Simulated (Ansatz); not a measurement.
Starting structure of a cell relaxation (symmetry kept):

```
CELL_PARAMETERS angstrom
-1.86997 1.86997 6.81991
1.86997 -1.86997 6.81991
1.86997 1.86997 -6.81991
ATOMIC_POSITIONS crystal
K 0.00000 0.00000 0.00000
Co 0.75000 0.25000 0.50000
Co 0.25000 0.75000 0.50000
As 0.34655 0.34655 0.00000
As 0.65345 0.65345 0.00000
```

All numbers below come from DFT r2SCAN, scalar-relativistic, plane waves, PAW (Ansatz).

Settings: cutoff 500 eV, Γ-centred mesh 14×14×14 on the computed 5-atom cell, Gaussian smearing of 0.10 eV; no spin polarisation.

Question: What does it relax to?

Answer: The volume increases by 0.05 Å³/atom to 19.13 Å³/atom, and the energy changes by under 0.1 meV/atom. Final structure:
```
K Co As
1.0
    -1.87102    1.87102    6.83131
     1.87102   -1.87102    6.83131
     1.87102    1.87102   -6.83131
K Co As
1 2 2
Direct
  0.00000 0.00000 0.00000
  0.75000 0.25000 0.50000
  0.25000 0.75000 0.50000
  0.34618 0.34618 0.00000
  0.65382 0.65382 0.00000
```

Course of the relaxation (steps run on the plane waves of an earlier cell, and the basis is chosen afresh near the end, so energy and pressure can step there; trial steps that raised the energy were taken back; energies are free energies):

```
step largest force component (eV/Å) P (GPa) V (Å³/atom)
   1                           0.038     0.03        19.08
   2                           0.007     0.00        19.12
   3                           0.000     0.00        19.13
   4                           0.000     0.00        19.13
```

Cost: 1 run of about 8.2 core-minutes, on Arm Neoverse V2 (shared hosts).